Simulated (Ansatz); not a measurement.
Sb:
```cif
data_Sb
_chemical_formula_sum 'Sb1'
_space_group_name_H-M_alt 'P 1'
_space_group_IT_number 1
_cell_length_a 3.04066
_cell_length_b 3.04066
_cell_length_c 3.04066
_cell_angle_alpha 90.010
_cell_angle_beta 90.010
_cell_angle_gamma 90.010
loop_
_space_group_symop_operation_xyz
  'x, y, z'
loop_
_atom_site_label
_atom_site_type_symbol
_atom_site_fract_x
_atom_site_fract_y
_atom_site_fract_z
_atom_site_occupancy
Sb1 Sb 0.00000 0.00000 0.00000 1
```

Relaxed with LDA.

Problem. Which orbitals make up the states near the Fermi level in plane-wave PAW LDA (Ansatz code)?

Solution. Within 0.5 eV of the Fermi level: Sb 5p 85 %, Sb 5s 12 %. Projections are on Löwdin-orthogonalised atomic valence shells; empty p or d shells of many metals are not among them.

Problem. Tabulate the density of states.

Solution. States/eV per cell of 1 atom, in 0.25 eV bins, energy from the Fermi level.

```tsv
E (eV)	total	Sb 5p	Sb 5s
-7.85	0.29	0.06	0.24
-7.60	0.26	0.05	0.21
-7.35	0.19	0.04	0.15
-7.10	0.15	0.03	0.11
-6.85	0.12	0.03	0.09
-6.60	0.09	0.02	0.07
-6.35	0.07	0.02	0.06
-6.10	0.06	0.01	0.05
-5.85	0.12	0.08	0.04
-5.60	0.20	0.17	0.03
-5.35	0.25	0.22	0.03
-5.10	0.30	0.27	0.03
-4.85	0.34	0.31	0.02
-4.60	0.39	0.36	0.02
-4.35	0.44	0.42	0.02
-4.10	0.51	0.48	0.03
-3.85	0.65	0.62	0.03
-3.60	0.71	0.67	0.03
-3.35	0.68	0.64	0.04
-3.10	0.69	0.64	0.04
-2.85	0.67	0.62	0.04
-2.60	0.65	0.60	0.05
-2.35	0.67	0.61	0.05
-2.10	0.65	0.59	0.05
-1.85	0.63	0.57	0.05
-1.60	0.62	0.55	0.06
-1.35	0.57	0.50	0.06
-1.10	0.53	0.46	0.06
-0.85	0.53	0.46	0.06
-0.60	0.49	0.43	0.06
-0.35	0.49	0.43	0.06
-0.10	0.47	0.40	0.06
0.15	0.49	0.41	0.06
0.40	0.47	0.40	0.06
0.65	0.48	0.41	0.06
0.90	0.47	0.40	0.06
1.15	0.48	0.40	0.06
1.40	0.46	0.39	0.05
1.65	0.48	0.41	0.05
1.90	0.47	0.40	0.05
2.15	0.52	0.41	0.04
2.40	0.58	0.42	0.04
2.65	0.63	0.42	0.04
2.90	0.64	0.43	0.03
3.15	0.70	0.46	0.03
3.40	0.75	0.50	0.03
3.65	0.79	0.51	0.03
3.90	0.78	0.48	0.02
4.15	0.77	0.45	0.02
4.40	0.84	0.45	0.02
4.65	0.82	0.44	0.01
```

Space group Pm-3m (simple cubic). The first step of the workflow began from a Materials Project structure, measured or hypothetical; the Crystallography Open Database files this formula in space group No. 221, but the cells were not matched. It is not the phase usual at ambient conditions (space group No. 166). The LDA relaxation kept the symmetry of its start; whether a distortion lowers the energy is not shown. Spin–orbit coupling is left out wherever it is not named.

Potentials: the later of the program's two PAW sets.
